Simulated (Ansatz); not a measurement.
LiH:
```
CELL_PARAMETERS angstrom
      0.00000     2.00272     2.00272
      2.00272     0.00000     2.00272
      2.00272     2.00272     0.00000
ATOMIC_POSITIONS crystal
  Li 0.00000 0.00000 0.00000
  H  0.50000 0.50000 0.50000
```

Relaxed with r²SCAN.

### Question
Map the valence electron density (e/Å³), cut off at 1 on the plane through (0.000, 0.000, 0.000) spanned by u = [1, 0, 0] and v = [0, 1, -1] in lattice vectors, from DFT-r²SCAN in the program Ansatz with PAW potentials.

### Answer
x is the fraction of u, y of v (the angle between them is 90°; rows are the nearest grid lines); atoms in the plane: Li at (0.00, 0.00), H at (0.50, 0.50).
```
y \ x   0.000  0.0625  0.188  0.250  0.375  0.438  0.562  0.625  0.750  0.812  0.938   1.00
------  -----  ------  -----  -----  -----  -----  -----  -----  -----  -----  -----  -----
1.00     1.00    1.00  0.733  0.109  0.064  0.066  0.066  0.064  0.109  0.733   1.00   1.00
0.938    1.00    1.00  0.532  0.100  0.071  0.075  0.075  0.071  0.100  0.532   1.00   1.00
0.875    1.00    1.00  0.216  0.094  0.094  0.102  0.102  0.094  0.094  0.216   1.00   1.00
0.750   0.109   0.100  0.102  0.126  0.210  0.248  0.248  0.210  0.126  0.102  0.100  0.109
0.688   0.067   0.071  0.116  0.166  0.326  0.412  0.412  0.326  0.166  0.116  0.071  0.067
0.625   0.064   0.071  0.138  0.210  0.497  0.699  0.699  0.497  0.210  0.138  0.071  0.064
0.562   0.066   0.075  0.156  0.248  0.699   1.00   1.00  0.699  0.248  0.156  0.075  0.066
0.438   0.066   0.075  0.156  0.248  0.699   1.00   1.00  0.699  0.248  0.156  0.075  0.066
0.375   0.064   0.071  0.138  0.210  0.497  0.699  0.699  0.497  0.210  0.138  0.071  0.064
0.312   0.067   0.071  0.116  0.166  0.326  0.412  0.412  0.326  0.166  0.116  0.071  0.067
0.250   0.109   0.100  0.102  0.126  0.210  0.248  0.248  0.210  0.126  0.102  0.100  0.109
0.125    1.00    1.00  0.216  0.094  0.094  0.102  0.102  0.094  0.094  0.216   1.00   1.00
0.0625   1.00    1.00  0.532  0.100  0.071  0.075  0.075  0.071  0.100  0.532   1.00   1.00
0.000    1.00    1.00  0.733  0.109  0.064  0.066  0.066  0.064  0.109  0.733   1.00   1.00
```

The density is the valence pseudo-density with augmentation charge, so density and ELF within about 1 Å of a nucleus are not all-electron values.

Space group Fm-3m (rock salt). The cell was relaxed with r²SCAN under the symmetry of its start; phonons on a q-mesh show no instability.

Potentials: the later of the program's two PAW sets.
